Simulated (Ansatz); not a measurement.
ZnO:
```cif
data_O4Zn4
_chemical_formula_sum 'Zn4 O4'
_space_group_name_H-M_alt 'P63mc'
_space_group_IT_number 186
_space_group_name_Hall 'P 6c -2c'
_cell_length_a 3.22615
_cell_length_b 3.22615
_cell_length_c 10.47337
_cell_angle_alpha 90.000
_cell_angle_beta 90.000
_cell_angle_gamma 120.000
loop_
_atom_site_label
_atom_site_type_symbol
_atom_site_symmetry_multiplicity
_atom_site_Wyckoff_symbol
_atom_site_fract_x
_atom_site_fract_y
_atom_site_fract_z
_atom_site_occupancy
Zn1 Zn 2 a 0.00000 0.00000 0.00076 1
Zn2 Zn 2 b 0.33333 0.66667 0.25057 1
O1 O 2 a 0.00000 0.00000 0.31202 1
O2 O 2 b 0.33333 0.66667 0.06228 1
```

Relaxed with r²SCAN.

Problem. Decompose the optical modes at the zone centre into irreducible representations, and say which are infrared and Raman allowed.

Solution. Point group 6mm: Γ_opt = 3A1 + 4B1 + 3E1 + 4E2. Infrared: A1, E1. Raman: A1, E1, E2.

Problem. Assign frequencies (DFPT, plane-wave PAW r²SCAN (Ansatz code); without the LO–TO term).

Solution. E2 66, E2 69, E1 89, B1 186, B1 187, A1 261, A1 384, E1 394, E2 411, E2 414, E1 429, A1 549, B1 554, B1 559 cm⁻¹.

Subscripts of B labels follow the axes of the standard setting.

Space group P6_3mc. A made-up cell: these elements were put on the sites of a structure type. Its sites differ from those of the usual phase in this space group: another stacking or structure type. Symmetry was held in the r²SCAN relaxation; whether a distortion lowers the energy is not shown.

Potentials: the later of the program's two PAW sets.
